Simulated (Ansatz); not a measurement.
# V, one cell by several methods

```
V
1.0
    -1.46761    1.46761    1.51300
     1.46761   -1.46761    1.51300
     1.46761    1.46761   -1.51300
V
1
Direct
  0.00000 0.00000 0.00000
```

The conventional cell has a = 2.935 Å, b = 2.935 Å, c = 3.026 Å, α = 90.00°, β = 90.00°, γ = 90.00°. Around V (atom 1) lie 12 V at 2.57 to 2.94 Å.

The cell comes from COD entry 7101267, which wasn't checked; take it as a given geometry. The listed cell was then made from it by scaling, straining or moving an atom.

All numbers are computed: DFT, PBEsol, PAW with Ansatz's default frozen-core files, scalar-relativistic (Ansatz 0.2.0); DFT, PBEsol, all-electron PAW with datasets made for the crystal, scalar-relativistic (Ansatz 0.2.0); DFT, PBEsol, all-electron LAPW, scalar-relativistic (Ansatz 0.2.0).

For PAW: a Γ-centred 19×19×19 k mesh, Fermi–Dirac smearing of 0.03 eV, cutoff 420 eV, spin-polarised from start moments V 1.5 μB (the moments died away, and the run ended non-magnetic); the PAW files were made with PBE, and the program remakes their frozen cores for this functional. The crystal-made all-electron datasets (AE datasets) take a cutoff of 300 eV at this cell. LAPW targets a basis error of 1 meV/atom. The Ansatz runs share mesh, smearing and spin set-up. Plane-wave (PAW) pressures include the program's estimate of the Pulay term.

Stress and pressure are positive in compression.

The change that made this cell: equal xx and yy strain of -3 %.

| quantity | PAW | AE datasets | LAPW |
| --- | --- | --- | --- |
| pressure (GPa) | -1.32 | -1.37 | -1.37 |
| stress xx (GPa) | 0.24 | 0.20 | 0.20 |
| stress zz (GPa) | -4.45 | -4.50 | -4.50 |

PAW's pressure differs from the LAPW value by +0.04 GPa.
